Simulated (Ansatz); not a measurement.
## TiB₂: from a starting cell to a relaxed one

The start is a generated cell, TiB2 built in the AFLOW prototype AB2_oC24_41_2a_2b (C_e, as in Sn2Pd). The structure is fully relaxed (lattice and positions, P = 0) with PBEsol (plane waves to 420 eV, PAW, scalar-relativistic; Ansatz, a program for electronic structure). The first steps use a coarse 4×4×4 k-mesh.

The start:
```
CELL_PARAMETERS angstrom
      4.93047     0.00000     0.00000
      0.00000     2.46523     4.62564
      0.00000    -2.46523     4.62564
ATOMIC_POSITIONS crystal
  Ti 0.00000 0.99000 0.99000
  Ti 0.50000 0.49000 0.49000
  Ti 0.00000 0.76200 0.76200
  Ti 0.50000 0.26200 0.26200
  B  0.65800 0.03300 0.71700
  B  0.34200 0.71700 0.03300
  B  0.15800 0.21700 0.53300
  B  0.84200 0.53300 0.21700
  B  0.75000 0.37500 0.87500
  B  0.25000 0.87500 0.37500
  B  0.25000 0.37500 0.87500
  B  0.75000 0.87500 0.37500
```

What symmetry does the relaxed structure have?

The space group goes from Aea2 (No. 41) to Fmm2 (No. 42), with 6 atoms in the primitive cell.

By how much does the energy per atom fall from start to end?

About 2.0 eV/atom.

How does the volume change?

-4.2 %, from 9.37 to 8.98 Å³/atom.

Give the final cell and atomic positions.


```cif
data_B16Ti8
_chemical_formula_sum 'Ti8 B16'
_space_group_name_H-M_alt 'Fmm2'
_space_group_IT_number 42
_space_group_name_Hall 'F 2 -2'
_cell_length_a 3.02947
_cell_length_b 5.19596
_cell_length_c 13.68662
_cell_angle_alpha 90.000
_cell_angle_beta 90.000
_cell_angle_gamma 90.000
loop_
_space_group_symop_operation_xyz
  'x, y, z'
  '-x, -y, z'
  '-x, y, z'
  'x, -y, z'
  'x, y+1/2, z+1/2'
  '-x, -y+1/2, z+1/2'
  '-x, y+1/2, z+1/2'
  'x, -y+1/2, z+1/2'
  'x+1/2, y, z+1/2'
  '-x+1/2, -y, z+1/2'
  '-x+1/2, y, z+1/2'
  'x+1/2, -y, z+1/2'
  'x+1/2, y+1/2, z'
  '-x+1/2, -y+1/2, z'
  '-x+1/2, y+1/2, z'
  'x+1/2, -y+1/2, z'
loop_
_atom_site_label
_atom_site_type_symbol
_atom_site_symmetry_multiplicity
_atom_site_Wyckoff_symbol
_atom_site_fract_x
_atom_site_fract_y
_atom_site_fract_z
_atom_site_occupancy
Ti1 Ti 4 a 0.00000 0.00000 0.00225 1
Ti2 Ti 4 a 0.00000 0.00000 0.23146 1
B1 B 8 c 0.00000 0.33268 0.11953 1
B2 B 8 c 0.00000 0.16839 0.38761 1
```
(The calculation used a cell of 6 atoms; values per cell refer to that cell.)

Final values are on a 14×14×14 k-mesh of the relaxed cell. The start holds a very short contact (Ti–Ti 2.11 Å). No spin polarisation in the result.

The run could not lose the symmetry of its start, so the end can be a saddle point.

The relaxed structure here is a generated cell of TiB2: the first start was made by placing the elements on the sites of a structure type, and the end was not matched to a known phase here, so it may be hypothetical. Known forms of TiB2 include space group No. 191.
